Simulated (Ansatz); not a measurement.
# LaGaO₃: projected DOS by orbital

```yaml
crystal:
  lattice:
    - [3.91346, 0.00000, 0.00000]
    - [0.00000, 3.91346, 0.00000]
    - [0.00000, 0.00000, 3.91346]
  atoms:
    - { symbol: La, position: [0.50000, 0.50000, 0.50000] }
    - { symbol: Ga, position: [0.00000, 0.00000, 0.00000] }
    - { symbol: O, position: [0.00000, 0.50000, 0.00000] }
    - { symbol: O, position: [0.00000, 0.00000, 0.50000] }
    - { symbol: O, position: [0.50000, 0.00000, 0.00000] }
```

Atoms are numbered in the order listed.

The cell is the one relaxed in the Materials Project (mp-1097026), not relaxed further here; entries there can be hypothetical.

Spin–orbit coupling is left out, though it moves levels of the heavy atoms by tenths of an eV or more.

These are results of Ansatz 0.2.0, DFT, PBEsol, all-electron LAPW, scalar-relativistic, not measurements.

Numerical set-up: a Γ-centred 6×6×6 k mesh, Fermi–Dirac smearing of 0.01 eV, basis error target 1 meV/atom, no spin polarisation.

States per eV for one atom of each kind, in 0.4 eV bins named by their centres, from the valence-band top, projected on a minimal set of Löwdin-orthogonalised atomic shells; orbitals are real harmonics on the Cartesian axes, equal curves share a column, and empty bins are left out, as is all above 3.9 eV, near the top of the computed bands.

La1 4f:

```
# E all fz3 fxz2=fyz2 fz(x2-y2) fxyz fx(x2-3y2)=fy(3x2-y2)
-4.3 0.01 0.00 0.00 0.00 0.00 0.00
-3.9 0.01 0.00 0.00 0.00 0.00 0.00
-3.5 0.01 0.00 0.00 0.00 0.00 0.00
-3.1 0.02 0.00 0.00 0.00 0.00 0.00
-2.7 0.01 0.00 0.00 0.00 0.00 0.00
-2.3 0.04 0.00 0.01 0.01 0.00 0.01
-1.9 0.06 0.00 0.01 0.02 0.00 0.01
-1.5 0.09 0.00 0.02 0.03 0.00 0.01
-1.1 0.10 0.00 0.02 0.03 0.00 0.01
-0.7 0.10 0.01 0.02 0.02 0.00 0.01
-0.3 0.08 0.01 0.02 0.02 0.00 0.01
3.3 0.01 0.00 0.00 0.00 0.00 0.00
3.7 5.44 1.70 0.70 0.10 0.06 1.10
```

La1 5d:

```
# E all dz2=dx2-y2 dxz=dyz=dxy
-12.3 0.03 0.00 0.01
-11.9 0.02 0.00 0.01
-11.5 0.01 0.00 0.00
-7.1 0.01 0.00 0.00
-6.7 0.01 0.00 0.00
-6.3 0.02 0.00 0.01
-5.9 0.04 0.00 0.01
-5.5 0.04 0.00 0.01
-5.1 0.03 0.00 0.01
-4.7 0.02 0.00 0.01
-4.3 0.08 0.00 0.03
-3.9 0.09 0.01 0.02
-3.5 0.13 0.04 0.02
-3.1 0.24 0.08 0.03
-2.7 0.15 0.04 0.02
-2.3 0.73 0.21 0.11
-1.9 0.42 0.08 0.09
-1.5 0.26 0.02 0.07
-1.1 0.23 0.03 0.06
-0.7 0.18 0.02 0.04
-0.3 0.11 0.03 0.02
3.3 0.04 0.02 0.00
3.7 0.68 0.32 0.01
```

Ga2 3d:

```
# E all dz2=dx2-y2 dxz=dyz=dxy
-12.3 17.58 1.61 4.79
-11.9 2.39 1.17 0.02
-11.5 1.13 0.56 0.00
-6.7 0.01 0.00 0.00
-6.3 0.01 0.01 0.00
-5.9 0.02 0.01 0.00
-5.5 0.02 0.01 0.00
-5.1 0.01 0.00 0.00
-3.9 0.01 0.01 0.00
-3.5 0.03 0.01 0.00
-3.1 0.06 0.02 0.01
-2.7 0.04 0.01 0.00
-2.3 0.06 0.01 0.01
-1.9 0.04 0.01 0.00
-1.5 0.04 0.01 0.00
-1.1 0.02 0.01 0.00
-0.7 0.04 0.02 0.00
-0.3 0.06 0.03 0.00
```

La1 5p:

```
# E all pz=px=py
-12.3 0.28 0.09
-11.9 0.03 0.01
-11.5 0.01 0.00
-4.7 0.01 0.00
-4.3 0.02 0.01
-3.9 0.01 0.00
-3.5 0.02 0.01
-3.1 0.04 0.01
-2.7 0.04 0.01
-2.3 0.15 0.05
-1.9 0.05 0.02
-1.5 0.04 0.01
-1.1 0.02 0.01
-0.7 0.03 0.01
-0.3 0.03 0.01
```

Ga2 4p:

```
# E all pz=px=py
-12.3 0.03 0.01
-11.9 0.03 0.01
-11.5 0.01 0.00
-7.5 0.01 0.00
-7.1 0.01 0.00
-6.7 0.03 0.01
-6.3 0.05 0.02
-5.9 0.07 0.02
-5.5 0.09 0.03
-5.1 0.09 0.03
-4.7 0.08 0.03
-4.3 0.28 0.09
-3.9 0.23 0.08
-3.5 0.17 0.06
-3.1 0.20 0.07
-2.7 0.11 0.04
-2.3 0.09 0.03
-1.9 0.10 0.03
-1.5 0.09 0.03
-1.1 0.06 0.02
-0.7 0.04 0.01
-0.3 0.02 0.01
```

O3 2p:

```
# E all pz=px py
-12.3 0.08 0.01 0.05
-11.9 0.03 0.00 0.03
-7.9 0.02 0.00 0.02
-7.5 0.05 0.00 0.05
-7.1 0.07 0.00 0.07
-6.7 0.11 0.00 0.10
-6.3 0.16 0.00 0.15
-5.9 0.21 0.01 0.20
-5.5 0.21 0.01 0.18
-5.1 0.15 0.01 0.12
-4.7 0.10 0.01 0.08
-4.3 0.34 0.04 0.25
-3.9 0.36 0.06 0.24
-3.5 0.43 0.12 0.20
-3.1 0.82 0.28 0.26
-2.7 0.59 0.21 0.17
-2.3 1.61 0.75 0.11
-1.9 1.15 0.49 0.17
-1.5 1.17 0.47 0.22
-1.1 1.22 0.50 0.23
-0.7 1.56 0.55 0.46
-0.3 1.75 0.60 0.55
0.1 0.03 0.01 0.00
3.7 0.02 0.01 0.01
```

Ga2 4s:

```
# E all
-12.3 0.03
-11.9 0.01
-7.9 0.04
-7.5 0.07
-7.1 0.09
-6.7 0.12
-6.3 0.16
-5.9 0.19
-5.5 0.15
-5.1 0.07
-4.7 0.01
-3.9 0.01
-3.5 0.02
-3.1 0.03
-2.7 0.04
-2.3 0.04
-1.9 0.03
-1.5 0.02
-1.1 0.01
3.7 0.01
```
